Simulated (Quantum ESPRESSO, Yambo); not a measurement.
**G0W0 results for NaPF6**

```
NaPF6
1.0
    0.00000     3.85450     3.85450
    3.85450     0.00000     3.85450
    3.85450     3.85450     0.00000
F Na P
6 1 1
Direct
  0.79057   0.79057   0.20943
  0.20943   0.20943   0.79057
  0.20943   0.79057   0.79057
  0.79057   0.20943   0.20943
  0.79057   0.20943   0.79057
  0.20943   0.79057   0.20943
  0.50000   0.50000   0.50000
  0.00000   0.00000   0.00000
```

The geometry is that of Materials Project entry mp-10474, symmetrised and not relaxed again.

Starting point: LDA (Quantum ESPRESSO, PseudoDojo norm-conserving, 88 Ry, no spin-orbit coupling). G0W0 in Yambo: 2×2×2 Γ-centred k mesh, bands 2 to 171 and a 7 Ry block in the screening, 171 bands in G with the Bruneval-Gonze terminator, plasmon pole fitted at 27.2 eV.

```json
{
 "LDA gap along the band path": "7.24 eV",
 "LDA gap between the mesh's edge points (Γ → Γ)": "7.24 eV",
 "G0W0 gap between the same points": "12.64 eV"
}
```

```
k point  band  E LDA (eV)  E QP (eV)  shift (eV)     Z
-------  ----  ----------  ---------  ----------  ----
Γ          VB        0.00      -3.22       -3.22  0.85
Γ          CB        7.24       9.42        2.18  0.91
L          VB       -0.10      -3.34       -3.23  0.85
L          CB        9.07      11.82        2.75  0.89
X          VB        0.00      -3.21       -3.20  0.85
X          CB        9.42      12.50        3.08  0.88
```

Energies count from the LDA valence-band maximum.

Nearest settings tried, and what they do to the gap: 113 bands in W, 113 bands in G: +95 meV; 6 Ry block (229 vectors against 283): +29 meV. Not varied: mesh. So the settings aren't converged at that level. The k mesh is coarse.
